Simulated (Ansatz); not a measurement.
**BaO$_{3}$ (Fm-3m)**

Theory: DFT PBE, scalar-relativistic, plane waves, PAW in Ansatz 0.2.0.

Settings: cutoff 420 eV, Γ-centred mesh 12×12×12 on the computed 4-atom cell, Gaussian smearing of 0.10 eV; collinear spin from starting moments 0.0 1.3 1.3 1.7 μB.

The structure is relaxed at this level of theory with its symmetry kept, and needn't be the ground state of this composition.

Space group Fm-3m (No. 225). a = 6.301 Å, b = 6.301 Å, c = 6.301 Å, α = 90.00°, β = 90.00°, γ = 90.00°
| atom | site | symmetry | x | y | z |
| --- | --- | --- | --- | --- | --- |
| Ba | 4b | m-3m | 0.5000 | 0.0000 | 0.0000 |
| O | 8c | -43m | 0.2500 | 0.7500 | 0.7500 |
| O | 4a | m-3m | 0.0000 | 0.0000 | 0.0000 |

(1) Formation energy from the elements' standard states (uncorrected)?

(2) Kohn–Sham band gap?

(3) Density of states at the Fermi level?

(4) Orbital (Löwdin) character within 0.5 eV of the Fermi level?

(5) Bader charge by site (e)?

(6) Total moment?

(7) Moment by site (μB)?

Spin-orbit coupling is left out, which matters for the bands of heavy elements.

Only this magnetic start was tried.

Answers

(1) -0.472 eV/atom.

(2) none (metal).

(3) 2.2 states/eV per cell.

(4) O 2p 95 %.

(5) Ba (1 in the cell) 1.61, O (2 in the cell) -0.62, O (1 in the cell) -0.37.

(6) 4.00 μB per cell.

(7) O2 1.21, O3 1.21, O4 1.54.

The cell was found from a structure generator's guess, not taken from experiment. Löwdin shares on free-atom orbitals overweight diffuse shells.
